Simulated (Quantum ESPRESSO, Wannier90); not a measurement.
PtS2 (CdI2 type), plane waves to Wannier functions

```yaml
crystal:
  lattice:
    - [3.54874, 0.00000, 0.00000]
    - [-1.77437, 3.07330, 0.00000]
    - [0.00000, 0.00000, 5.59707]
  atoms:
    - { symbol: Pt, position: [0.00000, 0.00000, 0.00000] }
    - { symbol: S, position: [0.66667, 0.33333, 0.77966] }
    - { symbol: S, position: [0.33333, 0.66667, 0.22034] }
```

Cell from Materials Project (mp-762), symmetrised, no further relaxation. COD (Crystallography Open Database) has an entry of this formula and space group (matched by these alone). Computed values, not measurements, from PBEsol: Quantum ESPRESSO (norm-conserving PseudoDojo potentials, cutoff 68 Ry, no spin polarisation, no spin-orbit coupling) on a Γ-centred 12×12×4 mesh, then Wannier90. Density: 12×12×6 mesh, cold smearing 0.01 Ry. The cell is built of weakly bound layers, chains or molecules, whose nearest atoms lie 3.74 Å apart. Database cells relaxed without dispersion often hold them too far apart, which can enlarge gaps and weakens couplings between them; spacing and stacking were not compared with the measured crystal. Spin-orbit coupling is left out although heavy elements are present.

Functional, cutoff and mesh named above are those of the base row (1); the first column says what each row takes instead. Model: 11 functions from bands 5-15, start SCDM (isolated) (the valence bands). Energies are relative to the valence-band maximum; the misfit is to pw.x on a path, for all bands of the set. The lattice is scaled uniformly, fractional positions fixed. Ω_total can sit in another minimum from row to row; Ω_I of an isolated set cannot.

```
scale  Ω_I (Å²)  Ω_total (Å²)  rms misfit (meV)  gap (eV)  bottom of band 5 (eV)
-----  --------  ------------  ----------------  --------  ---------------------
0.97      15.29         16.97               0.5      1.08                 -15.50
0.99      15.66         17.33               0.4      1.01                 -14.92
1         15.86         17.53               0.4      0.98                 -14.66
1.01      16.07         17.73               0.4      0.95                 -14.40
1.03      16.50         18.15               0.3      0.89                 -13.93
```
